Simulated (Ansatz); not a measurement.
Values for one crystal, relaxed and computed with DFT-r²SCAN in the program Ansatz with PAW potentials; other levels are named.

* **Volume per atom**: 16.67 Å³
* **Electronic character**: metallic (no gap)
* **Density of states at the Fermi level**: 0.39 states/eV per atom (mean over ±0.08 eV)
* **Formation energy from the elements (no fitted shifts)**: -0.31 eV/atom

Task: Pick the material that matches.
A. LiZn, Fd-3m (Li on 8a, Zn on 8b)
B. AlNi3, Cu3Au type
C. Ta3Os, Fm-3m (Ta on 8c, Ta on 4b, Os on 4a)
D. AlCo, CsCl type

Result: C, Ta3Os, Fm-3m (Ta on 8c, Ta on 4b, Os on 4a)

The first step of the workflow began from a Materials Project structure, measured or hypothetical; the Crystallography Open Database copy checked does not list it. With Ta and Os taken as one species the cell has the higher symmetry Im-3m, so it may be an ordered model of a mixed-site phase. Its standing as an ambient phase is unchecked. The r²SCAN relaxation kept the symmetry of its start; whether a distortion lowers the energy is not shown. No spin polarisation was allowed. The references are the lowest solids computed at this level, not always the standard phases. Scalar-relativistic: spin–orbit coupling is off unless named, which matters more the heavier the elements.

Potentials: the later of the program's two PAW sets.
